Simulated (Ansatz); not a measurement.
Method: DFT PBE, scalar-relativistic, plane waves, PAW in Ansatz 0.2.0. All cells share a 420 eV cutoff and Γ-centred k meshes spaced at most about 0.3 Å⁻¹ (2π included). No spin polarisation in the final relaxations.

All energies are static (0 K, no zero-point motion).

Compare these two cells of Al₅GaN₆, each relaxed at this level.

A. Space group P-3m1 (No. 164), trigonal, a = 2.902 Å, c = 14.228 Å. Around Al on a site of symmetry 3m lie 6 N at 2.05 Å; Al on a second site of symmetry 3m has 6 N at 2.03–2.05 Å; Al on a site of symmetry -3m has 6 N at 2.05 Å; around Ga lie 6 N at 2.10 Å; N on its first site is surrounded by 6 Al at 2.05 Å; 2 more sites not described.

B. Space group Pmmm (No. 47), orthorhombic, a = 2.903 Å, b = 4.104 Å, c = 8.716 Å. Al on a site of symmetry mm2 is surrounded by 6 N at 2.04–2.07 Å; Al on a second site of symmetry mm2 is surrounded by 6 N at 2.02–2.05 Å; Al on a site of symmetry mmm is surrounded by 6 N at 2.05 Å; Ga has 6 N at 2.05–2.10 Å; around N on a site of symmetry mm2 lie 4 Al at 2.02–2.05 Å and 2 Ga at 2.10 Å; 3 more sites not described.

Question: Which placement of the atoms is lower in energy, and by how much?

Answer: A is lower, by 4 meV/atom. The two share one framework of sites and differ in which element sits where. A has Al and Ga ordered on rock salt sites, space group P-3m1 (No. 164), 8.6 Å³/atom and a gap of 3.13 eV on its mesh; B has Al and Ga ordered on rock salt sites, space group Pmmm (No. 47), 8.7 Å³/atom and a gap of 2.80 eV. Counting N atoms around Al and Ga (those within 1.25 times the shortest such distance or 1.15 times the sum of covalent radii), A and B both have Al 6, Ga 6. Both come from invented guesses.

Kohn–Sham gaps at this level usually fall short of measured ones. Cells relaxed within their symmetry can be saddle points.
